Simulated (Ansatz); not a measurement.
# YHg: moving Hg off its site

YHg, Pm-3m, a = 3.682 Å (as given, not relaxed at this level: -1.0 GPa). The structure is a COD entry; whether it is the stable form wasn't checked. Ansatz: PBEsol, PAW, 420 eV, Γ-centred 14×14×14 mesh on 2 atoms, Gaussian smearing 0.15 eV; no spin polarisation.

```
Y Hg
1.0
     3.68200    0.00000    0.00000
     0.00000    3.68200    0.00000
     0.00000    0.00000    3.68200
Y Hg
1 1
Direct
  0.50000 0.50000 0.50000
  0.00000 0.00000 0.00000
```

Atom 2 (Hg) moves by x along the unit vector (-1.000, 0.000, 0.000), with its periodic images; all else is held. y is the free energy of the cell over the start, F the force along the path summed over the moved atoms. Symmetry makes y even in x.

```tsv
x (Å)	y (meV)	F (eV/Å)
-0.1000	?	?
-0.0500	2.69	0.11
0.0000	0.00	0.00
0.0125	0.17	-0.03
0.0250	0.67	-0.05
0.0375	1.52	-0.08
0.0625	4.21	-0.13
0.0750	6.06	-0.16
0.0875	8.24	-0.19
```

Q: Fit y = c2 x² + c4 x⁴ to the energies of the other rows, give the force constant, and predict energy and force of the missing row.

A: Least squares on the rows shown. y = 1079 x² − 284.5 x⁴. The force constant is 2 c2 = 2.16 eV/Å² (for all images moving together, not for a lone atom). With two atoms in a cubic cell this is the optical mode at Γ (in a metal it hangs on mesh and smearing): ω = 521.5 √(2 c2/μ) = 98 cm⁻¹ for μ = 61.60 u. The force −dy/dx at the missing row is 0.21 eV/Å (computed 0.21). At x = -0.1000 the fit asked for gives 10.76 meV. The run gave 10.76 meV, the same to the digits shown.

Spin–orbit coupling is left out, which can shift energies with elements as heavy as these.